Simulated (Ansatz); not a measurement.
InBAs2, ordered on the zincblende lattice (I-42d) with 8 atoms a cell, relaxed with r2SCAN. Space group I-42d (No. 122), tetragonal; conventional cell a = 5.558 Å, c = 10.280 Å, 19.85 Å³ an atom. B is surrounded by 4 As at 2.12 Å; As is surrounded by 2 B at 2.12 Å and 2 In at 2.62 Å; In is surrounded by 4 As at 2.62 Å.

```xyz
8
Lattice="-2.7791 2.7791 5.1398 2.7791 -2.7791 5.1398 2.7791 2.7791 -5.1398" Properties=species:S:1:pos:R:3 pbc="T T T"
B     0.0000    0.0000    0.0000
As    0.9648    1.3895    1.2849
B     0.0000    2.7791    2.5699
As    1.3895   -1.8143    3.8548
In    0.0000    0.0000    5.1398
As    1.8143    1.3895    6.4247
In    2.7791    0.0000    2.5699
As   -1.3895    1.8143    3.8548
```

3 runs of Ansatz on this cell differ in the functional (and in the settings that go with it). Levels are in eV from each run's valence top; v1 is the last filled band, c1 the first empty one.

Run A, mean stress -0.9 GPa (compression positive):
```
point     v2     v1    c1    c2
    Γ  -0.08   0.00  2.00  2.14
    X  -0.94  -0.94  2.49  2.49
    P  -1.27  -1.27  2.99  2.99
```

Run B, mean stress -0.7 GPa (compression positive):
```
point     v2     v1    c1    c2
    Γ  -0.08   0.00  1.36  1.50
    X  -0.92  -0.92  1.86  1.86
    P  -1.25  -1.25  2.35  2.35
```

Run C, mean stress 0.0 GPa (compression positive):
```
point     v2     v1    c1    c2
    Γ  -0.09   0.00  1.05  1.13
    X  -0.93  -0.93  1.44  1.44
    P  -1.23  -1.23  1.91  1.91
```

Task: Match the runs to r2SCAN, HSE06, PBE0.

Result: A is PBE0, B is HSE06, C is r2SCAN. In order of the gap: r2SCAN 0.98, HSE06 1.32, PBE0 1.96 eV. The stress vanishes for r2SCAN, which relaxed the cell.

No spin polarisation. The prototype was imposed, so other structures may be more stable.

No spin-orbit coupling is included; it can move band edges with weight on the heavy atoms by tenths of an eV.

The program warns that its thresholds are loose for a hybrid's stress.

The meshes of the hybrids are coarse, so their gaps aren't converged to the digits shown.
